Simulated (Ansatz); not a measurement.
# A vibration from a frozen displacement in WC

Method: Ansatz 0.2.0, DFT PBEsol, scalar-relativistic, plane waves, PAW. Cutoff 420 eV, Γ-centred 18×18×18 k-points, Gaussian smearing of 0.15 eV. Spin–orbit coupling is left out, which matters for the heavy elements here. No spin polarisation. Energies are free energies at this smearing, counted from the undisturbed cell; pressure is positive in compression.

The starting cell (as given, not relaxed at this level; it stands at -10.1 GPa; this rock-salt form isn't the usual structure):

```yaml
crystal:
  lattice:
    - [0.00000, 2.19268, 2.19268]
    - [2.19268, 0.00000, 2.19268]
    - [2.19268, 2.19268, 0.00000]
  atoms:
    - { symbol: W, position: [0.00000, 0.00000, 0.00000] }
    - { symbol: C, position: [0.50000, 0.50000, 0.50000] }
```

Every W atom is moved by x along the Cartesian unit vector (0.000, 0.000, -1.000); the cell and all other atoms stay fixed. The cell's volume is 21.08 Å³; the moved atoms weigh 183.840 u together and the others 12.011 u. Some rows repeat others by symmetry and weren't run.

```
  x (Å)  ΔE (meV/cell) total force on the moved atoms along the move (eV/Å) pressure (GPa)
-0.1000          31.90                                                0.6770         -8.5441
-0.0875          24.05                                                0.5798         -8.9180
-0.0750          17.39                                                0.4858         -9.2401
-0.0625          11.90                                                0.3944         -9.5106
-0.0500           7.51                                                0.3076         -9.7309
-0.0375           4.18                                                0.2259         -9.9019
-0.0250           1.85                                                0.1485        -10.0239
-0.0125           0.46                                                0.0737        -10.0971
 0.0000           0.00                                                0.0000        -10.1215
 0.0125           0.46                                               -0.0737        -10.0971
 0.0250           1.85                                               -0.1485        -10.0239
 0.0375           4.18                                               -0.2259         -9.9019
 0.0500           7.51                                               -0.3076         -9.7309
 0.0625          11.90                                               -0.3944         -9.5106
 0.0750          17.39                                               -0.4858         -9.2401
 0.0875          24.05                                               -0.5798         -8.9180
 0.1000          31.90                                               -0.6770         -8.5441
```

What frequency belongs to this motion?

The force constant is k = −dF/dx = 5.896 eV/Å², from the parabola through x = -0.0125, 0 and 0.0125. In every cell the moved atoms swing against the rest, so the mass is μ = m₁m₂/(m₁ + m₂) = 11.274 u, and ν̃ = 521.5 cm⁻¹ × √(|k|/μ) = 377 cm⁻¹, at this cell's pressure of -10.1 GPa. To first order in x, and within 1 %, the force on every atom lies along the move and, within each of the two groups, in proportion to the atom's mass, so this is itself a mode at the zone centre of this cell.

How far does the harmonic law reach?

At x = -0.100 Å, kx²/2 = 29.48 meV against the computed 31.90 meV (+8.2 %): the well stiffens in this direction at large amplitude.

In a metal these slopes depend on the k mesh and the smearing.